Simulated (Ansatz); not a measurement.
## Magnetic and orbital states of B

System: B, an isolated atom in a periodic box; the cell holds 1 atom.

```
CELL_PARAMETERS angstrom
8.98200 0.00000 0.00000
0.00000 9.08180 0.00000
0.00000 0.00000 9.18160
ATOMIC_POSITIONS crystal
B 0.50000 0.50000 0.50000
```

Atoms are numbered from 1 in the order listed.

The calculation used DFT, PBE, PAW (an earlier, harder data set), plane waves, scalar-relativistic in Ansatz.

```
Plane-wave cutoff : 710 eV
k-point mesh      : 1×1×1 (Γ-centred)
Occupations       : Fermi–Dirac smearing, 0.1 eV
Valence electrons : 3
```

Moments by site are taken inside atomic spheres; the rest lies between them.

The default search lets the program follow hints of a lower state (another filling of open shells, a soft direction), where it sees any. With a search on, the program may also reshape the start on open shells. Ends within 0.2 meV/atom and 0.1 μB count as one state.

| start | iterations | final moments of B1 (μB) | total (μB) | F − F(lowest) (meV/atom) |
| --- | --- | --- | --- | --- |
| default search for lower states [B1 1.00 μB] | 34 | 1.00 | 1.00 | 0.0 |
| default search for lower states [B1 1.20 μB] | 23 | 1.00 | 1.00 | 1.1 |
| default search for lower states [B1 0.80 μB] | 31 | 1.00 | 1.00 | 0.8 |

The 3 converged runs end in 3 distinct states. The lowest is magnetic on main-group sites alone, site moments B1 1.00 μB, total 1.00 μB per cell; it was reached by the start “default search for lower states [B1 1.00 μB]”. These are lowest states among those tried, not proven ground states. States within about 5 meV/atom are too close for this mesh, smearing and search to settle their order.
